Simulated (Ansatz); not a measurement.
The relaxed structure here is a generated cell of Cu: the first start was made by a random draw of sites in a space group, and the end was not matched to a known phase here, so it may be hypothetical. Known forms of Cu include space group No. 225.

A relaxed structure of Cu. Level of theory: PBEsol (plane waves to 420 eV, PAW, scalar-relativistic; Ansatz, an electronic-structure program).

```cif
data_Cu
_chemical_formula_sum 'Cu1'
_space_group_name_H-M_alt 'P 1'
_space_group_IT_number 1
_cell_length_a 2.44116
_cell_length_b 2.44116
_cell_length_c 2.37970
_cell_angle_alpha 90.000
_cell_angle_beta 90.000
_cell_angle_gamma 120.000
loop_
_space_group_symop_operation_xyz
  'x, y, z'
loop_
_atom_site_label
_atom_site_type_symbol
_atom_site_fract_x
_atom_site_fract_y
_atom_site_fract_z
_atom_site_occupancy
Cu1 Cu 0.00000 0.00000 0.50000 1
```

Determine the symmetry and give the standard cell with its independent sites.

Space group P6/mmm (No. 191); a = 2.441 Å, b = 2.441 Å, c = 2.380 Å, α = 90.00°, β = 90.00°, γ = 120.00°

```tsv
atom	site	symmetry	x	y	z
Cu	1b	6/mmm	0.0000	0.0000	0.5000
```

This is the AFLOW prototype A_hP1_191_a (A_f, as in Sn).

Give the shortest distances between elements (the closest pairs, up to four, under 3.6 Å).

Cu–Cu 2.38 Å.

Volume per atom: 12.28 Å³
Band gap: no gap (metallic)

No spin polarisation in the result.

The run could not lose the symmetry of its start, so the end can be a saddle point.
